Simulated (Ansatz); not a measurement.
# NiRhAs: a fit and a missing row

NiRhAs, P4/nmm, a = 3.558 Å, c = 6.103 Å. The structure is a COD entry; whether it is the stable form wasn't checked. Ansatz: PBEsol, PAW, 420 eV, Γ-centred 10×10×6 mesh on 6 atoms, Gaussian smearing 0.10 eV; no spin polarisation. Shape and atoms are relaxed at each volume; pressure is positive in compression.

```
V (Å³/atom) P (GPa)
     11.332    37.97
     11.718    25.78
     12.104    15.60
     12.491     7.09
     12.877     0.00
     13.263    -5.92
     13.650        ?
     14.165   -16.11
```

Take V0 = 12.877 Å³/atom, fit the third-order Birch–Murnaghan form to the other rows, and predict the missing pressure.

With the Eulerian strain f = ½[(V0/V)^(2/3) − 1] and y = P/[3f(1 + 2f)^(5/2)], the form is the line y = B0 + 1.5 B0 (B0′ − 4) f. Rows (f, y): 0.04447, 230.0; 0.03245, 226.3; 0.02107, 222.6; 0.01025, 219.2; -0.00975, 212.6; -0.03079, 204.4. Means f = 0.01128, y = 219.18; Σ(Δf)² = 0.003859, ΣΔfΔy = 1.303; the slope is their ratio. y = 215.4 + 337.8 f GPa, so B0 = 215.4 GPa and B0′ = 4 + 2 × (337.8)/(3 × 215.4) = 5.05. At V = 13.650, f = -0.01906, y = 208.96 and P = -10.84 GPa. The run gave -10.84 GPa, the same to the digits shown.